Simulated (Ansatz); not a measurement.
ZnIn2S4:
```
ZnIn2S4
1.0
    1.91497     1.10561    11.97229
   -1.91497     1.10561    11.97229
    0.00000    -2.21122    11.97229
S Zn In
4 1 2
Direct
  0.54001   0.54001   0.54001
  0.69921   0.69921   0.69921
  0.13005   0.13005   0.13005
  0.95733   0.95733   0.95733
  0.60877   0.60877   0.60877
  0.83830   0.83830   0.83830
  0.06233   0.06233   0.06233
```

Relaxed with LDA.

Problem. Map the electron localisation function on the plane through (0.540, 0.540, 0.540) spanned by u = [1, 0, 0] and v = [-1, 1, 1] in lattice vectors, from LDA in the plane-wave PAW code Ansatz.

Solution. x is the fraction of u, y of v (the angle between them is 31°; rows are the nearest grid lines); atoms in the plane: S at (0.00, 0.00), S at (0.32, 0.16), S at (0.18, 0.59), S at (0.83, 0.42), Zn at (0.14, 0.07), In at (0.60, 0.30), In at (0.04, 0.52).
```
y \ x   0.000  0.100  0.175  0.275  0.375  0.450  0.550  0.625  0.725  0.825  0.900   1.00
------  -----  -----  -----  -----  -----  -----  -----  -----  -----  -----  -----  -----
1.00    0.003  0.516  0.045  0.175  0.268  0.773  0.406  0.054  0.028  0.031  0.575  0.003
0.925   0.768  0.777  0.373  0.203  0.080  0.042  0.229  0.094  0.017  0.016  0.021  0.768
0.850   0.066  0.755  0.746  0.084  0.113  0.030  0.010  0.019  0.031  0.019  0.079  0.066
0.775   0.708  0.115  0.289  0.118  0.026  0.025  0.008  0.006  0.040  0.111  0.135  0.708
0.700   0.666  0.857  0.330  0.030  0.007  0.013  0.041  0.042  0.020  0.169  0.225  0.666
0.625   0.261  0.774  0.367  0.119  0.021  0.011  0.121  0.415  0.238  0.073  0.251  0.261
0.550   0.003  0.221  0.721  0.834  0.077  0.057  0.021  0.515  0.796  0.302  0.108  0.003
0.450   0.117  0.052  0.249  0.809  0.567  0.227  0.138  0.021  0.806  0.272  0.866  0.117
0.375   0.265  0.304  0.216  0.170  0.549  0.182  0.105  0.156  0.084  0.780  0.547  0.265
0.300   0.814  0.241  0.850  0.507  0.034  0.099  0.091  0.008  0.100  0.272  0.860  0.814
0.225   0.350  0.136  0.818  0.584  0.409  0.015  0.132  0.178  0.237  0.303  0.131  0.350
0.150   0.171  0.123  0.070  0.907  0.659  0.391  0.023  0.115  0.228  0.780  0.789  0.171
0.0750  0.872  0.005  0.044  0.123  0.798  0.801  0.097  0.027  0.085  0.405  0.833  0.872
0.000   0.003  0.516  0.045  0.175  0.268  0.773  0.406  0.054  0.028  0.031  0.575  0.003
```

The density is the valence pseudo-density with augmentation charge, so density and ELF within about 1 Å of a nucleus are not all-electron values.

Space group R3m. The workflow started from an entry of the Crystallography Open Database (COD), which files this formula under 3 space groups. Whether it is the stable phase at ambient conditions was not checked. Symmetry was held in the LDA relaxation; its stability against distortions is not shown here. A crystal of weakly bound layers computed without a dispersion correction: the cell and the soft elastic constants depend strongly on that.

Potentials: the later of the program's two PAW sets.
